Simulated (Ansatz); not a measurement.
# Is this Al3Ga2As5 structure a true minimum?

The structure comes from a generated guess, relaxed at this level; another structure or a mixture of phases may lie lower.

Theory: DFT PBE, scalar-relativistic, plane waves, PAW in Ansatz. Plane waves to 420 eV, a k mesh through Γ of 10×10×10 on the computed 10-atom cell and Gaussian smearing (0.02 eV); no spin polarisation.

The cell below (10 atoms, space group I-4m2 (No. 119)) is relaxed within its symmetry.

```
Al Ga As
1.0
    -2.02762    2.02762   14.33887
     2.02762   -2.02762   14.33887
     2.02762    2.02762  -14.33887
Al Ga As
3 2 5
Direct
  0.00000 0.00000 0.00000
  0.59981 0.59981 0.00000
  0.40019 0.40019 0.00000
  0.19987 0.19987 0.00000
  0.80013 0.80013 0.00000
  0.64953 0.14953 0.50000
  0.25000 0.75000 0.50000
  0.85047 0.35047 0.50000
  0.45009 0.95009 0.50000
  0.04991 0.54991 0.50000
```

For the test it was strained at random (σ = 1.5 % a component), the atoms were moved at random (σ = 0.10 Å), and all was relaxed again on a coarse 4×4×4 mesh (in the run’s order of axes) with 0.10 eV smearing, with no symmetry imposed.

Question: Is the structure stable against such a distortion?

Answer: It returns, within 1 meV/atom of the unmoved cell on that mesh and with the same symmetry when read at 0.1 Å. No instability shows in this cell; modes of other wave vectors, which need another repeat, aren't tested.
